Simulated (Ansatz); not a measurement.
Ansatz input

```yaml
crystal:
  lattice:
    - [0.0, 2.1072792316, 2.1072792316]
    - [2.1072792316, 0.0, 2.1072792316]
    - [2.1072792316, 2.1072792316, 0.0]
  atoms:
    - { symbol: Nb, position: [0.0, 0.0, 0.0] }
hamiltonian:
  xc: r2scan
  pseudopotentials:
    kind: paw_fr
    azcp:
      Nb: "pseudopotentials/Nb.paw.azcp"
basis:
  ecutwfc: 500
  fft_grid_basis: typed
kpoints:
  mp_grid: { grid: [13, 13, 13], shift: [0, 0, 0] }
magnetization:
  noncollinear: true
  spin_orbit: true
scf:
  occupations: { method: fermi_dirac, width: 0.1 }
```

Output

```
Engine: ansatz 0.2.0, x86_64-unknown-linux-gnu
Pseudopotentials: kind: paw_fr
Pseudopotential: Nb, paw_fr, valence charge 13, recommended cutoff 500 eV (meta_gga) 
Functional definition: r2SCAN
  parameter k0 = 0.174
  parameter k1 = 0.065
  parameter a1 = 4.9479
  exchange = r2scan_x(k0 = k0, k1 = k1, a1 = a1)
  correlation = r2scan_c
non-collinear run that drives no moment, with spin-orbit: no starting moment large enough to seed its density (crystal.atoms[].spin), no starting occupations that ask for one, no magnetisation constraint and no magnetic field, so the semilocal B_xc is pinned to zero
Crystal: 1 atoms, lattice volume = 18.715 Å³
Basis set: ecut = 500 eV, 531 PW (Γ), exchange–correlation on 96×96×96 points (64 copies of the dense FFT grid, shifted against one another)
Bands: 22, of which v1, the nominal top of the filled ones, is band 13 counted from 1 (12 counted from 0)
Symmetry: 48 space group operations + 48 with time reversal
Magnetic group: BNS 225.117 (UNI 1619), of the structure as read, at distance tolerance 2.7e-5 Å
k-points: 84 of 2197
Projection manifold: j_resolved (fully-relativistic pseudo-atomic orbitals)
Non-local potential: Nb, projectors of the file, l = 0: 3, l = 1: 4, l = 2: 4, l = 3: 2
PAW form: soft (Blöchl's): semilocal exchange-correlation on the pseudo side does not see the compensation charge
PAW frozen core: Nb, regenerated for the run's functional (the file was generated under x = pbe(κ = 0.804, μ = 0.2195149727645171), c = pbe(β = 0.06672455060314922))
PAW one-centre angular grid: Nb, 590 points (default); XC on 160 Gauss nodes
Initial density: superposition of atomic densities (chi_scale 0.1, normalization cell)
Initial wavefunctions: pseudopotential atomic-orbital guess
Functional: x = r2scan, c = r2scan; τ floored in thin density (d = 2e-4 eV/Å³)
SCF iter   1: F=—  HF=-4558.303363 eV  |F-HF|=—  |Δ(HF+E_count)|=         —  Δρ=7.90e-2  dr2=1.37e0  dr2_τ=6.77e-3  dr2_m=0.00e0 (ungated)  ethr=3.10e-3  |M|=0.00e0 ∫|m|=0.00e0 μB  |m|>n=0.0e0 m-floor=0.0e0 τ_xc=0.0e0  β_m=0.30  ⟨swp⟩=7.1  Hψ=5092  notcnv=0  defer=14
SCF iter   2: F=—  HF=-4557.997770 eV  |F-HF|=—  |Δ(HF+E_count)|=   3.06e-1  Δρ=4.46e-2  dr2=3.76e-1  dr2_τ=6.02e-3  dr2_m=0.00e0 (ungated)  ethr=3.10e-3  |M|=0.00e0 ∫|m|=0.00e0 μB  |m|>n=0.0e0 m-floor=0.0e0 τ_xc=0.0e0  β_m=0.46  ⟨swp⟩=2.8  Hψ=2050  notcnv=0  defer=146
SCF iter   3: F=—  HF=-4557.944680 eV  |F-HF|=—  |Δ(HF+E_count)|=   5.31e-2  Δρ=1.22e-2  dr2=1.07e-2  dr2_τ=4.74e-4  dr2_m=0.00e0 (ungated)  ethr=2.89e-3  |M|=0.00e0 ∫|m|=0.00e0 μB  |m|>n=0.0e0 m-floor=0.0e0 τ_xc=0.0e0  β_m=0.66  ⟨swp⟩=2.8  Hψ=1669  notcnv=0  defer=146
SCF iter   4: F=—  HF=-4557.948653 eV  |F-HF|=—  |Δ(HF+E_count)|=   3.97e-3  Δρ=1.76e-3  dr2=3.99e-4  dr2_τ=7.65e-6  dr2_m=0.00e0 (ungated)  ethr=8.22e-5  |M|=0.00e0 ∫|m|=0.00e0 μB  |m|>n=0.0e0 m-floor=0.0e0 τ_xc=0.0e0  β_m=0.64  ⟨swp⟩=2.2  Hψ=1164  notcnv=0  defer=146
SCF iter   5: F=—  HF=-4557.948766 eV  |F-HF|=—  |Δ(HF+E_count)|=   1.13e-4  Δρ=2.96e-4  dr2=4.29e-6  dr2_τ=2.57e-7  dr2_m=0.00e0 (ungated)  ethr=3.07e-6  |M|=0.00e0 ∫|m|=0.00e0 μB  |m|>n=0.0e0 m-floor=0.0e0 τ_xc=0.0e0  β_m=0.82  ⟨swp⟩=2.5  Hψ=1368  notcnv=0  defer=146
SCF iter   6: F=—  HF=-4557.948774 eV  |F-HF|=—  |Δ(HF+E_count)|=   7.93e-6  Δρ=8.49e-5  dr2=1.24e-6  dr2_τ=6.41e-8  dr2_m=0.00e0 (ungated)  ethr=3.30e-8  |M|=0.00e0 ∫|m|=0.00e0 μB  |m|>n=0.0e0 m-floor=0.0e0 τ_xc=0.0e0  β_m=0.74  ⟨swp⟩=2.3  Hψ=1521  notcnv=0  defer=146
SCF iter   7: F=-4557.948773 eV  HF=-4557.948773 eV  |F-HF|=1.22e-8  |Δ(HF+E_count)|=   3.61e-7  Δρ=1.15e-5  dr2=2.13e-8  dr2_τ=2.75e-10  dr2_m=0.00e0 (ungated)  ethr=7.69e-10  |M|=0.00e0 ∫|m|=0.00e0 μB  |m|>n=0.0e0 m-floor=0.0e0 τ_xc=0.0e0  ⟨swp⟩=1.0  Hψ=2657  notcnv=0
SCF 1 converged in 7 iterations: F = -4557.948773 eV  dr2 = 2.13e-8
SCF converged after 7 iterations
Magnetization: |M| = 0.0000 μB,  M = (+0.0000, +0.0000, +0.0000) μB
Absolute magnetization: 0.0000 μB (∫|m|)
  site 0: m = (+0.0000, +0.0000, +0.0000) μB, |m| = 0.0000 μB  (R = 1.23 Å)
Free energy (F): -4557.948773 eV
Harris-Foulkes:  -4557.948773 eV  (|F-HF|=1.22e-8)
Internal energy: -4557.904088 eV  (E = F + TS)
E sigma→0 (E₀):  -4557.926431 eV
Entropy (-TS):   -0.044685 eV (-44.685 meV/atom)
Fermi energy:    17.342609 eV
--- Per-component energies (eV) ---
  E_band       = -88.683421
  E_kinetic    = 392.967043
  E_local      = -712.924287  (includes V_loc(G=0)·N_el)
  E_nonlocal   = 118.999037
  E_hartree    = 220.793869
  E_xc         = -169.257135
  E_vxc        = -236.062053  (∫ρ·V_xc dr)
  E_paw        = -3084.610975  (= ΣΔE_a)
  E_vpaw       = -108.075932  (= ΣTr[D̂ρ^β])
  E_aug_tail   = 0.000004  (compensation charges beyond the density's cutoff)
  E_vtau       = 14.821150  (kinetic-family band-sum trace: ∫τ·v_τ [+ j·A + Jᵃ·Aᵃ] dr)
  E_ewald      = -1323.679069
  E_core_change = -0.192576  (= ΣΔE_core)
  E_smearing   = -0.044685  (= −TS)
  E_closure    = 0.000000  (closes the sum)
  Σ components = -4557.948773   (vs F -4557.948773, Δ=0.00e0)
```

Launched by

```sh
ansatz run input.yaml --threads 1 --pin off --max-ram 3584MiB --backend cpu --events-out ev --progress --plain --runs-dir out
```

On 1 thread of Intel(R) Xeon(R) Platinum 8259CL CPU @ 2.50GHz (Skylake/Cascade Lake) (shared host) this took about 16 s of wall time and 16 s of CPU time.
